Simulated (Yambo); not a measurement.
Material: K₂RhAgF₆ (space group Fm-3m, No. 225); a = b = c = 6.1909 Å, α = β = γ = 60.00° (10 atoms in the cell). The geometry is that of Materials Project entry mp-1111950, symmetrised and not relaxed again.

With norm-conserving PBEsol (Quantum ESPRESSO, 88 Ry, scalar-relativistic), the gap between the mesh's edge points (X → X) is 1.136 eV.

Estimate the G0W0 gap between the same points from Yambo (2×2×2 Γ-centred k mesh, bands 9 to 328 and a 8 Ry block in the screening, 328 bands in G with the Bruneval-Gonze terminator, plasmon pole fitted at 27.2 eV).

The correction is 2.274 eV, giving 3.411 eV, 3.0 times the PBEsol value.  Convergence of the G0W0 settings was not tested. The k mesh is coarse. Spin-orbit splittings are left out.

The structure is a Materials Project entry; no match was found in the copy of COD used, and its stability was not checked.
